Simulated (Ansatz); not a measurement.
Piezoelectric tensor of Cd4SeS3

The calculation used Ansatz 0.2.0, DFT PBE, scalar-relativistic, plane waves, PAW. Cutoff 420 eV, 6×6×6 k-points (Γ-centred), fixed occupations. No spin polarisation.

Equilibrium structure at this level:
```xyz
8
Lattice="5.9934 0.0000 0.0000 0.0000 5.9934 0.0000 0.0000 0.0000 5.9934" Properties=species:S:1:pos:R:3 pbc="T T T"
Cd    1.4628    4.5306    1.4628
Cd    1.4628    1.4628    4.5306
Cd    4.5306    4.5306    4.5306
Cd    4.5306    1.4628    1.4628
Se    2.9967    2.9967    2.9967
S     2.9967    0.0000    0.0000
S     0.0000    0.0000    2.9967
S     0.0000    2.9967    0.0000
```

The cell was found from a structure generator's guess, not taken from experiment.

(1) Give the relaxed-ion proper piezoelectric stress tensor e_iJ (C/m², Voigt columns xx yy zz yz xz xy).

(2) With the elastic constants (GPa, Voigt order)
C11 = 63.8, C12 = 44.6, C13 = 44.6, C22 = 63.8, C23 = 44.6, C33 = 63.8, C44 = 24.4, C55 = 24.4, C66 = 24.4 GPa; the others vanish.
find the strain coefficients d = e·C⁻¹ (pC/N).

## Answers

(1)
```
x    0.000  0.000  0.000 -0.147  0.000  0.000
y    0.000  0.000  0.000  0.000 -0.147  0.000
z    0.000  0.000  0.000  0.000  0.000 -0.147
```
Signs follow the orientation of the cell as given.

(2)
```
x    0.0  0.0  0.0 -6.0  0.0  0.0
y    0.0  0.0  0.0  0.0 -6.0  0.0
z    0.0  0.0  0.0  0.0  0.0 -6.0
```
